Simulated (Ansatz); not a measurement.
Si2Ru:
```
Si2Ru
1.0
    5.92838     0.00000     0.00000
    0.00000     5.92838     0.00000
    0.00000     0.00000     2.97057
Ru Si
2 4
Direct
  0.00000   0.00000   0.00000
  0.50000   0.50000   0.50000
  0.28019   0.28019   0.00000
  0.71981   0.71981   0.00000
  0.21981   0.78019   0.50000
  0.78019   0.21981   0.50000
```

Relaxed with r²SCAN.

Task: Give the Bader charges and basin volumes of the independent atoms, plane-wave PAW r²SCAN (Ansatz code).

Result: 

```json
[
 {"atom": "Ru1", "Bader charge (e)": "-1.18", "Bader volume (Å³)": "19.6"},
 {"atom": "Si3", "Bader charge (e)": "+0.59", "Bader volume (Å³)": "16.3"}
]
```

Space group P4_2/mnm. The start of the workflow was typed in or built on a structure type; neither database checked (COD, Materials Project) lists it. Whether it is the stable phase at ambient conditions was not checked. The r²SCAN relaxation kept the symmetry of its start; its stability against distortions is not shown here. No spin polarisation was allowed. The volume moved by 20 % from the start of the relaxation.

Potentials: the earlier of the program's two PAW sets. The files were generated under PBE; for other functionals the program regenerates the frozen cores, and for LDA and PBEsol the local potential too.
